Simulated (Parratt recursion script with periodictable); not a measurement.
**How the EUV peak of a Si/Mo multilayer on Si grows with the number of periods**

| layer, from the top | thickness (Å) | density (g/cm³) | rms roughness of its top face (Å) | δ at 13.5 nm | β at 13.5 nm |
|---|---|---|---|---|---|
| Si (in each period) | 37.1 | 2.313 | 3 | 9.927 × 10⁻⁴ | 0.001813 |
| Mo (in each period) | 37.1 | 10.026 | 3 | 0.07476 | 0.006314 |
| Si (substrate) | – | 2.313 | 3 | 9.927 × 10⁻⁴ | 0.001813 |

The refractive index is n = 1 − δ + iβ; the runs take δ and β at each wavelength of the scan. Vacuum lies above.

Densities are inputs, not measurements. They were set from computed cells of the Materials Project: Si from entry mp-149 (Fd-3m, 2.313 g/cm³); Mo from entry mp-129 (Im-3m, 10.026 g/cm³). A layer's crystal structure does not enter its constants, only its composition and density.

Method: EUV and soft X-ray reflectivity, Parratt recursion, Névot-Croce roughness, Henke tables (Parratt recursion script with periodictable 1.7.1).

Light falls at α = 20° from the surface normal. It is p-polarised. The wavelength is scanned from 12.42 to 14.58 nm in 161 evenly spaced points, without smoothing. The peak is the highest scan point; its wavelength and height come from a parabola through R at that point and its two neighbours.

The runs differ in the number of periods N alone.

```
N    peak λ (nm)  peak R (%)
---  -----------  ----------
5         13.585           ?
15        13.409        38.3
50        13.423        62.8
60        13.424        63.1
120       13.425        63.2
```

Problem. Estimate the peak reflectivity for N = 5, trying the form R = R∞ tanh²(aN).

Solution. Take R∞ from the largest stack, 63.2 % at N = 120. For the shown row under 97 % of it, y = artanh[(R/R∞)^½] is 1.041 at N = 15, so a = 0.0694. This form gives tanh²y = 1.000 at N = 120, in keeping with the choice of R∞. At N = 5, y = 0.347 and R = 63.2 × tanh²y = 7.0 %.

The run gave 8.0 %, so the form misses by 1.0 points.
